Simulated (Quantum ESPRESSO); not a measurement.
Strain and stress in Al2MgWZr4

All numbers below are calculated, not measured. They come from Quantum ESPRESSO 7.5, a public plane-wave density functional program. Each row is one single-point run on a made-up periodic cell of eight metal atoms, with elements, volume, strain and displacements drawn at random and not relaxed, so a cell may be unstable or far from any real phase. There is no spin polarisation or spin-orbit coupling.

Settings: PBE unless stated; PseudoDojo standard norm-conserving files; Fermi-Dirac width 0.25 eV, which means electrons at about 2900 K; cutoff 1143 eV; 5 x 5 x 5 k mesh shifted half a step off Gamma. E is the free energy of the whole cell (internal energy minus TS), so a -TS column is already part of it. Stress is positive in tension, and the pressure P is minus a third of its trace.

Checks: one run of this series was repeated at a higher cutoff and on a denser mesh, which moved values by no more than 0.004 eV, 0.03 GPa and 0.008 eV/Å, and a second program with other atomic files agreed on it to 2 % rms in force and 0.5 GPa in pressure. Known limits: heavy elements are run without spin-orbit coupling, which real alloys of them have; a spin test at this wide smearing found no moment, but such smearing suppresses magnetism that the real alloy may have.

The lattice is hexagonal close-packed, and the cell vectors in Å are (-0.001, 5.238, -0.026); (2.911, -0.025, 4.864); (2.898, 0.025, -4.856), a volume of 147.88 Å³ in run 3. The elements on sites 1 to 8 are Zr Zr Zr Al Zr W Al Mg. Each run adds the same stretch e on all three axes to one drawn cell, with the atoms carried along. E is counted from run 3.

| run | e (%) | s_xx (GPa) | s_yy (GPa) | s_zz (GPa) | s_xy (GPa) | P (GPa) | E (meV) |
|---|---|---|---|---|---|---|---|
| 1 | -2.40 | -23.75 | -19.60 | -21.15 | -0.12 | 21.50 | 941.8 |
| 2 | -1.43 | -18.82 | -15.02 | -16.34 | -0.17 | 16.73 | 444.2 |
| 3 | -0.29 | -13.64 | -10.22 | -11.31 | -0.22 | 11.72 | 0.0 |
| 4 | 0.36 | ? | ? | ? | ? | ? | ? |
| 5 | 0.67 | -9.75 | -6.63 | -7.55 | -0.25 | 7.98 | -264.4 |
| 6 | 1.82 | -5.61 | -2.81 | -3.56 | -0.27 | 3.99 | -459.8 |
| 7 | 2.40 | -3.71 | -1.07 | -1.74 | -0.27 | 2.17 | -512.5 |

## Worked fit

A parabola through the runs shown gives P = 10.55 - 4.020 e + 0.223 e² GPa with e in per cent, an error of 0.007 on the linear term and a scatter of 0.03 GPa. The atoms are clamped and the cell is already under stress, so the slope belongs to this path and is not an elastic constant of a real alloy.

## Withheld run

Question: what P should run 4 give?

The fit gives 9.13 ± 0.03 GPa. The calculation gave 9.15 GPa.
